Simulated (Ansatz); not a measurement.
Relaxed candidate structures of BiB:

A. P6₃mc (No. 186), hP12, AFLOW prototype AB_hP12_186_a2b_a2b (B6, as in SiC); a = 3.8762 Å, b = 3.8762 Å, c = 19.0487 Å, α = 90.00°, β = 90.00°, γ = 120.00°; B 2a (0.000, 0.000, 0.000); B 2b (0.333, 0.667, 0.333); B 2b (0.667, 0.333, 0.166); Bi 2a (0.000, 0.000, 0.374); Bi 2b (0.333, 0.667, 0.208); Bi 2b (0.667, 0.333, 0.042)

B. P6₃/mmc (No. 194), hP4, NiAs type; a = 3.747 Å, b = 3.747 Å, c = 6.138 Å, α = 90.00°, β = 90.00°, γ = 120.00°; B 2a (0.000, 0.000, 0.000); Bi 2c (0.333, 0.667, 0.250)

C. P6₃/mmc (No. 194), hP8; a = 3.7709 Å, b = 3.7709 Å, c = 13.5792 Å, α = 90.00°, β = 90.00°, γ = 120.00°; B 4f (0.333, 0.667, 0.191); Bi 4f (0.667, 0.333, 0.111)

D. P-6m2 (No. 187), hP2, AFLOW prototype AB_hP2_187_d_a (B_h, as in WC); a = 3.626 Å, b = 3.626 Å, c = 3.355 Å, α = 90.00°, β = 90.00°, γ = 120.00°; B 1a (0.000, 0.000, 0.000); Bi 1f (0.667, 0.333, 0.500)

E. Fm-3m (No. 225), cF8, rock salt type; a = 5.256 Å, b = 5.256 Å, c = 5.256 Å, α = 90.00°, β = 90.00°, γ = 90.00°; B 4a (0.000, 0.000, 0.000); Bi 4b (0.500, 0.500, 0.500)

**Question.** Order them by energy per atom (lowest first) at the level r2SCAN (plane waves to 500 eV, PAW, scalar-relativistic; Ansatz, a first-principles code).

**Answer.** C (reference), A (+0.06 eV/atom), E (+0.53 eV/atom), B (+0.62 eV/atom), D (+0.72 eV/atom)

**Question.** Which candidates are metallic at this level, and what gaps do the others have?

**Answer.** No gap: B, C, D, E. A: 0.40 eV (no spin-orbit coupling).

The lowest structure calculated, P6₃/mmc, hP8, is not among these; it lies 0.05 eV/atom below the lowest of them. Probably no minimum, since a slightly shaken restart fell lower: P6₃/mmc, hP4, NiAs type (by 0.47 eV/atom, to P4₂/mnm); P6₃/mmc, hP8 (by 0.05 eV/atom, to P6₃/mmc); P-6m2, hP2, AFLOW prototype AB_hP2_187_d_a (B_h, as in WC) (by 0.67 eV/atom, to F-43m). 1 run with a doubtful electronic state, a coarser numerical grid, an end not at rest or a source that can't be used is left out. Each run could gain symmetry but not lose that of its start, so entries can be saddle points. All of these are generated cells (placed on structure types, drawn at random, substituted or restacked) that were not matched to a known phase here. The real structure of this composition may not be among these, and whether this composition forms is not checked here. Energies are at zero temperature and pressure, without zero-point motion. Each cell has its own k-point mesh; energy differences are given only to the digits this allows. No spin polarisation in the result. Without spin-orbit coupling the bands of the heavy element are not split, so the gap can be far off. Gaps of cells over 8 atoms come from the SCF mesh and high-symmetry points alone.
